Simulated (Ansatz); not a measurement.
Steps from a short run of molecular dynamics on a 1×2×2 supercell (24 atoms) of SiO2 (P4_2/mnm), relaxed with r2SCAN; forces from PBE in Ansatz 0.2.0, 4×2×2 mesh, Fermi-Dirac smearing of 0.112 eV, a Nosé-Hoover thermostat at fixed volume, set at 1300 K. Spin polarisation is off, nuclei are classical, and the run is far too short for thermal averages.

Cell vectors in Å:
```
4.1852 0.0000 0.0000
0.0000 8.3704 0.0000
0.0000 0.0000 5.3377
```

Q: At 3 fs the positions in Å are
```
Si   0.004   0.000  -0.005
Si   2.073   2.103   1.316
O    1.263   1.285   0.015
O    0.816   3.409   1.330
O    2.896   2.910  -0.012
O    3.332   0.814   1.362
Si   0.033   0.014   2.682
Si   2.110   2.111   4.026
O    1.301   1.243   2.672
O    0.837   3.355   4.023
O    2.942   2.926   2.630
O    3.400   0.802   4.044
Si   0.009   4.192  -0.009
Si   2.114   6.247   1.318
O    1.271   5.458  -0.027
O    0.783   7.569   1.346
O    2.887   7.089  -0.014
O    3.369   4.975   1.342
Si  -0.012   4.202   2.686
Si   2.082   6.267   3.980
O    1.241   5.434   2.657
O    0.835   7.545   4.036
O    2.836   7.130   2.663
O    3.398   4.976   3.992
```
What are the forces, and how far does the free energy (smearing included) lie above that of step 0, with the atoms on their sites?

A: 16.3 meV an atom; forces in eV/Å:
```
Si  -0.275  -0.111   1.268
Si   0.345  -0.192   0.897
O    0.262   0.094  -0.271
O    0.347  -0.735   0.063
O    0.468   0.253   0.265
O    0.758  -0.145  -0.551
Si  -0.717  -0.018  -0.219
Si  -0.156  -0.586  -1.153
O    0.246   1.117   0.369
O   -0.414   0.280  -0.536
O   -0.957  -0.820   0.991
O   -0.563   0.554  -0.863
Si   0.199  -0.499   0.485
Si  -0.538   0.646   0.088
O    0.254   0.048   0.397
O    0.346  -0.716  -0.296
O    0.226  -0.370   0.167
O   -0.519   0.878  -0.473
Si   0.609  -1.143  -0.790
Si  -0.025   0.376   0.256
O    1.077   0.881   0.126
O   -0.704   0.173  -0.697
O    0.733  -0.822   0.111
O   -1.002   0.857   0.365
```

Q: At 12 fs the positions in Å are
```
Si   0.009  -0.006   0.014
Si   2.024   2.128   1.285
O    1.224   1.303   0.048
O    0.846   3.480   1.320
O    2.895   2.940  -0.032
O    3.244   0.816   1.421
Si   0.112   0.055   2.717
Si   2.156   2.147   4.061
O    1.370   1.185   2.699
O    0.890   3.315   4.056
O    3.011   2.952   2.561
O    3.452   0.802   4.121
Si   0.040   4.199  -0.024
Si   2.163   6.172   1.273
O    1.252   5.436  -0.088
O    0.711   7.571   1.368
O    2.848   7.071  -0.046
O    3.337   4.946   1.343
Si  -0.031   4.220   2.712
Si   2.049   6.244   3.918
O    1.175   5.382   2.626
O    0.868   7.516   4.102
O    2.670   7.210   2.649
O    3.422   4.953   3.978
```
What are the forces, and how far does the free energy (smearing included) lie above that of step 0, with the atoms on their sites?

A: 124.3 meV an atom; forces in eV/Å:
```
Si  -0.742  -0.694   2.686
Si   1.517  -0.524   2.291
O    0.932   0.244  -0.606
O    0.482  -1.875   0.202
O    1.154   0.348   1.115
O    2.413  -0.241  -1.467
Si  -2.164  -0.366  -0.404
Si  -0.476  -2.050  -2.729
O   -0.051   2.858   0.684
O   -1.527   1.116  -1.451
O   -2.171  -1.779   2.368
O   -1.468   1.262  -2.475
Si   0.018  -0.960   0.888
Si  -1.578   2.259   0.387
O    0.657   0.178   1.197
O    0.463  -1.170  -0.571
O    0.775  -0.688   0.550
O   -0.109   1.229  -0.913
Si   1.206  -2.634  -2.296
Si   0.036   1.111   0.985
O    2.689   2.269   0.373
O   -2.304   1.031  -1.613
O    2.349  -2.539  -0.176
O   -2.100   1.615   0.976
```

Q: At 24 fs the positions in Å are
```
Si  -0.024  -0.031   0.124
Si   2.028   2.139   1.327
O    1.238   1.339   0.053
O    0.905   3.449   1.328
O    2.956   2.985   0.008
O    3.299   0.803   1.396
Si   0.129   0.093   2.748
Si   2.202   2.123   4.016
O    1.432   1.284   2.764
O    0.859   3.338   4.000
O    2.965   2.881   2.630
O    3.431   0.873   4.072
Si   0.073   4.178  -0.017
Si   2.159   6.168   1.233
O    1.266   5.419  -0.086
O    0.657   7.498   1.371
O    2.850   7.018  -0.054
O    3.315   4.969   1.295
Si  -0.013   4.158   2.670
Si   2.011   6.256   3.881
O    1.240   5.440   2.608
O    0.760   7.548   4.079
O    2.628   7.155   2.616
O    3.338   5.011   3.999
```
What are the forces, and how far does the free energy (smearing included) lie above that of step 0, with the atoms on their sites?

A: 87.6 meV an atom; forces in eV/Å:
```
Si  -1.317   0.549  -1.976
Si   2.174  -0.623   0.157
O    0.795  -0.383  -0.119
O   -1.045  -0.584   0.492
O   -0.700  -1.496  -0.016
O    1.358   0.391  -0.363
Si  -1.826  -0.726  -0.426
Si  -0.230   0.123   1.252
O   -2.744  -0.797  -1.627
O   -0.473   0.572  -0.506
O    0.319   0.816   0.498
O    0.048  -0.605  -0.036
Si  -1.349   0.541  -0.701
Si  -1.690   1.721   1.411
O   -0.262   0.313   0.714
O    1.158   0.039   0.590
O    0.371   1.397   0.062
O    1.988  -0.956   0.651
Si  -0.005   1.059   0.299
Si   0.676   0.490   1.708
O   -1.007  -1.121  -0.145
O   -0.343   0.211  -0.609
O    3.052   0.026  -0.122
O    1.053  -0.956  -1.188
```

Q: At 30 fs the positions in Å are
```
Si  -0.064  -0.039   0.159
Si   2.069   2.133   1.361
O    1.273   1.348   0.048
O    0.910   3.406   1.347
O    2.976   2.969   0.035
O    3.381   0.805   1.363
Si   0.103   0.100   2.756
Si   2.220   2.103   4.000
O    1.391   1.335   2.762
O    0.819   3.373   3.948
O    2.934   2.853   2.695
O    3.413   0.901   4.030
Si   0.069   4.173  -0.020
Si   2.124   6.203   1.235
O    1.270   5.420  -0.057
O    0.661   7.456   1.384
O    2.866   7.023  -0.052
O    3.360   4.959   1.283
Si   0.000   4.135   2.645
Si   2.002   6.274   3.892
O    1.265   5.455   2.598
O    0.678   7.578   4.040
O    2.704   7.108   2.593
O    3.311   5.024   3.983
```
What are the forces, and how far does the free energy (smearing included) lie above that of step 0, with the atoms on their sites?

A: 87.7 meV an atom; forces in eV/Å:
```
Si   0.324  -0.147  -3.768
Si   1.194  -0.307  -1.064
O    0.548  -0.763  -0.056
O   -1.160   0.000  -0.121
O   -0.945  -1.476  -0.408
O   -0.587   1.356   1.363
Si  -1.508  -0.713  -1.089
Si  -1.363   0.698   3.160
O   -2.614  -2.286  -2.006
O    0.526  -0.135   1.000
O    1.601   1.993  -1.530
O    0.422  -1.320   0.829
Si  -1.345   0.679  -0.911
Si  -0.719   0.247   1.749
O   -0.259   0.537  -0.092
O    1.264   0.852  -0.004
O   -0.332   1.614   0.033
O    0.704  -0.281   0.782
Si  -0.503   2.081   0.659
Si   0.902  -0.157   0.844
O   -1.376  -1.373   0.102
O    1.675  -1.086   0.652
O    2.058   1.212   0.686
O    1.494  -1.223  -0.810
```
